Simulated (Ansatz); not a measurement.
TaAg (L1₀ or tetragonal B2, P4/mmm), DFT-r²SCAN in the program Ansatz with PAW potentials, all energies at zero smearing, with the estimated change up to a 700 eV cutoff added, with one set of potentials and settings (totals compare only within such a set). Cell of 2 atoms (1 Ag, 1 Ta): -17547.455 eV.

```tsv
element	reference phase	E (eV/atom)
Ag	R-3m, 3 atoms in the cell	-7603.9440
Ta	Im-3m, 1 atoms in the cell	-9944.3222
```

Formation energy per atom, worked out: (-17547.455 − 1×(-7603.9440) − 1×(-9944.3222))/2 = 0.405 eV/atom (39 kJ per mol of atoms), at 0 K, without zero-point energy or fitted corrections.

The start of the workflow was typed in or built on a structure type; neither database checked (COD, Materials Project) lists it. Its standing as an ambient phase is unchecked. The r²SCAN relaxation kept the symmetry of its start; whether a distortion lowers the energy is not shown. No spin polarisation was allowed. Its formation energy is positive at this level, so the cell may be metastable or incomplete. The references are the lowest solids computed at this level, not always the standard phases. Spin–orbit coupling is left out wherever it is not named.

Potentials: the later of the program's two PAW sets.
